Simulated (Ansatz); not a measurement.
The calculation used DFT PBE, scalar-relativistic, plane waves, PAW (Ansatz 0.2.0). All cells share a 420 eV cutoff and Γ-centred k meshes spaced about 0.3 Å⁻¹ or finer (0.25 for metals, 2π included). Collinear spin in cells that started with moments and kept them past the coarse steps, no spin elsewhere.

Temperature and zero-point effects are left out. All come from trial cells, and lower structures may exist.

Question: Which of these relaxed structures of ScTiF5 is the lowest in energy?
1.

```
CELL_PARAMETERS angstrom
5.67668 0.00000 0.00000
0.00000 5.67668 0.00000
0.00000 0.00000 3.89277
ATOMIC_POSITIONS crystal
Sc 0.00000 0.00000 0.50000
Ti 0.50000 0.50000 0.50000
F 0.74917 0.74917 0.50000
F 0.25083 0.25083 0.50000
F 0.25083 0.74917 0.50000
F 0.74917 0.25083 0.50000
F 0.50000 0.50000 0.00000
```

2.

```
CELL_PARAMETERS angstrom
3.49509 0.00000 0.00000
0.00000 3.49509 0.00000
0.00000 0.00000 5.98468
ATOMIC_POSITIONS crystal
Sc 0.50000 0.50000 0.00000
Ti 0.00000 0.00000 0.50000
F 0.00000 0.50000 0.29057
F 0.00000 0.50000 0.70943
F 0.50000 0.00000 0.29057
F 0.50000 0.00000 0.70943
F 0.00000 0.00000 0.00000
```

Answer: 1. It has space group P4/mmm (No. 123); the next, 2, with space group P4/mmm (No. 123), lies 215 meV/atom higher. Largest moments: 1 0.8 μB, 2 1.1 μB. Counting F atoms around Sc and Ti (those within 1.25 times the shortest such distance or 1.15 times the sum of covalent radii, 1.27 where that leaves under three), the lowest has Sc 4, Ti 6 and the next has Sc 12, Ti 8.

In such compounds of Ti a zero gap at this level may well be an artefact, since no Hubbard U is applied. The magnetic state reached may not be the lowest. Cells relaxed within their symmetry can be saddle points. Some candidate types were left out of the draw beforehand, so a known form may be missing.
